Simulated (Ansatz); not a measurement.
SnTe:
```yaml
crystal:
  lattice:
    - [0.00000, 3.20472, 3.20472]
    - [3.20472, 0.00000, 3.20472]
    - [3.20472, 3.20472, 0.00000]
  atoms:
    - { symbol: Te, position: [0.50000, 0.50000, 0.50000] }
    - { symbol: Sn, position: [0.00000, 0.00000, 0.00000] }
```

Relaxed with PBE. Special points in fractions of this cell's reciprocal vectors: Γ (0.000, 0.000, 0.000); X (0.500, 0.000, 0.500); U (0.625, 0.250, 0.625); K (0.375, 0.375, 0.750); L (0.500, 0.500, 0.500); W (0.500, 0.250, 0.750).

Task: List the band energies nearest the valence-band maximum at these points for plane-wave PAW PBE (Ansatz code).

Result: In eV from the valence-band maximum; about four levels below and three above (degenerate sets whole), none deeper than 8.9 eV; points with the same levels are listed once.

| k | below | above |
|---|---|---|
| Γ | -4.87 -2.00 -2.00 -2.00 | 3.25 3.25 3.25 |
| X | -6.43 -5.22 -3.49 -3.49 | 2.39 4.68 4.68 |
| U | -7.24 -4.84 -3.03 -2.58 | 2.92 3.00 4.23 |
| L | -8.07 -1.68 -1.68 0.00 | 0.05 0.45 0.45 |
| W | -7.21 -4.51 -4.51 -0.81 | 0.86 4.60 4.60 |

Space group Fm-3m (rock salt). The cell was relaxed with PBE under the symmetry of its start. At this level the phase is dynamically unstable (imaginary phonons). Scalar-relativistic: spin–orbit coupling is off unless named, which matters more the heavier the elements.

Potentials: the later of the program's two PAW sets.
